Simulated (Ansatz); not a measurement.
ZrTa (L1₀ or tetragonal B2, P4/mmm), plane-wave PAW PBEsol (Ansatz code), all energies at zero smearing, with the estimated change up to a 700 eV cutoff added, with one set of potentials and settings (totals compare only within such a set). Cell of 2 atoms (1 Ta, 1 Zr): -13934.718 eV.

```json
[
 {"element": "Ta", "reference phase": "Im-3m, 1 atoms in the cell", "E (eV/atom)": "-9806.5011"},
 {"element": "Zr", "reference phase": "P6/mmm, 3 atoms in the cell", "E (eV/atom)": "-4128.6456"}
]
```

Formation energy per atom, worked out: (-13934.718 − 1×(-9806.5011) − 1×(-4128.6456))/2 = 0.215 eV/atom (21 kJ per mol of atoms), at 0 K, without zero-point energy or fitted corrections.

The start of the workflow was typed in or built on a structure type; neither database checked (COD, Materials Project) lists it. Whether it is the stable phase at ambient conditions was not checked. The PBEsol relaxation kept the symmetry of its start. At this level the phase is mechanically unstable. The run is not spin-polarised. Its formation energy is positive at this level, so the cell may be metastable or incomplete. The references are the lowest solids computed at this level, not always the standard phases. Spin–orbit coupling is left out wherever it is not named.

Potentials: the later of the program's two PAW sets.
